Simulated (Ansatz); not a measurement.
Relaxed-ion elastic tensor of ScTi$_{3}$C (anti-perovskite, Pm-3m) in GPa (Voigt order), PBEsol in the plane-wave PAW code Ansatz; density 4.30 g/cm³, 15.49 Å³ per atom.

```
 221  96.1  96.1   0.0   0.0   0.0
96.1   221  96.1   0.0   0.0   0.0
96.1  96.1   221   0.0   0.0   0.0
 0.0   0.0   0.0  59.0   0.0   0.0
 0.0   0.0   0.0   0.0  59.0   0.0
 0.0   0.0   0.0   0.0   0.0  59.0
```

**Question.** Is the crystal mechanically stable?

**Answer.** Yes: the smallest eigenvalue of C is 59.0 GPa.

**Question.** Work out the Voigt, Reuss and Hill averages.

**Answer.** K_V = 138, K_R = 138, K_H = 138; G_V = 60.4, G_R = 60.3, G_H = 60.3 GPa.

**Question.** Give Young's modulus, Poisson's ratio, Pugh's ratio and the universal anisotropy index.

**Answer.** E = 9KG/(3K + G) = 158 GPa; ν = 0.31; K/G = 2.28 (ductile by the Pugh limit of 1.75); A_U = 5G_V/G_R + K_V/K_R − 6 = 0.00.

**Question.** Estimate the sound speeds and the Debye temperature.

**Answer.** v_l = √((K + 4G/3)/ρ) = 7120 m/s, v_t = √(G/ρ) = 3750 m/s, mean 4190 m/s; Θ = (h/k)(3n/4πV)^(1/3) v_m = 500 K.

**Question.** Give the Zener ratio and Young's modulus along [100], [110] and [111].

**Answer.** A = 2C44/(C11 − C12) = 0.95; 1/E = S11 − 2(S11 − S12 − S44/2)Γ with Γ = 0, 1/4, 1/3 gives 163, 157, 155 GPa.

The start of the workflow was typed in or built on a structure type; neither database checked (COD, Materials Project) lists it. Whether it is the stable phase at ambient conditions was not checked. The cell was relaxed with PBEsol under the symmetry of its start; whether a distortion lowers the energy is not shown. The run is not spin-polarised. As this level gives no gap, shear constants depend on the k-mesh and smearing (Fermi–Dirac, 0.1 eV here).

Potentials: the earlier of the program's two PAW sets. The files were generated under PBE; for other functionals the program regenerates the frozen cores, and for LDA and PBEsol the local potential too.
